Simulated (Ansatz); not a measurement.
**Quadrupolar parameters in TiO2**

The cell is an entry of the Crystallography Open Database (COD) whose atoms were relaxed with PBE, the cell held.

```
CELL_PARAMETERS angstrom
5.14500 0.00000 0.00000
0.00000 9.18500 0.00000
0.00000 0.00000 5.44700
ATOMIC_POSITIONS crystal
Ti 0.13860 0.12899 0.90558
Ti 0.63860 0.37101 0.09442
Ti 0.86140 0.62899 0.59442
Ti 0.36140 0.87101 0.40558
Ti 0.86140 0.87101 0.09442
Ti 0.36140 0.62899 0.90558
Ti 0.13860 0.37101 0.40558
Ti 0.63860 0.12899 0.59442
O 0.46460 0.22990 0.89124
O 0.96460 0.27010 0.10876
O 0.53540 0.72990 0.60876
O 0.03540 0.77010 0.39124
O 0.53540 0.77010 0.10876
O 0.03540 0.72990 0.89124
O 0.46460 0.27010 0.39124
O 0.96460 0.22990 0.60876
O 0.81604 0.00977 0.85064
O 0.31604 0.49023 0.14936
O 0.18396 0.50977 0.64936
O 0.68396 0.99023 0.35064
O 0.18396 0.99023 0.14936
O 0.68396 0.50977 0.85064
O 0.81604 0.49023 0.35064
O 0.31604 0.00977 0.64936
```

Atom numbers follow the list; atoms alike are taken as one site, whose name carries the number of the first.

Method: Kohn–Sham DFT in Ansatz, PBE, plane waves and PAW (field gradients read without the response of the frozen cores, which leaves them typically 4 to 6 % off), scalar-relativistic, 420 eV cutoff, Γ-centred 4×2×4 k-points, Fermi–Dirac smearing 0.02 eV.

V_zz is the principal component of the electric field gradient with the largest magnitude, η = (V_xx − V_yy)/V_zz and C_Q = eQV_zz/h. ν_Q = 3|C_Q|/[2I(2I − 1)].

⁴⁷Ti: I = 5/2, Q = 302.0 mb; ¹⁷O: I = 5/2, Q = -25.58 mb. Q values from Pyykkö, Mol. Phys. 116, 1328 (2018).

```json
{"site": "Ti", "atoms (order as listed)": "1, 2, 3, 4, 5, 6, …", "first shell": "6 O at 1.86–2.07 Å", "C_Q (MHz)": "14.6", "η": "0.85", "ν_Q (MHz)": "2.19"}
{"site": "O9", "atoms (order as listed)": "9, 10, 11, 12, 13, 14, …", "first shell": "3 Ti at 1.92–2.07 Å", "C_Q (MHz)": "1.53", "η": "0.83", "ν_Q (MHz)": "0.230"}
{"site": "O17", "atoms (order as listed)": "17, 18, 19, 20, 21, 22, …", "first shell": "3 Ti at 1.86–2.01 Å", "C_Q (MHz)": "-1.28", "η": "0.87", "ν_Q (MHz)": "0.192"}
```

At this cell the principal stresses reach 5 GPa in size with PBE, which can matter for small gradients.
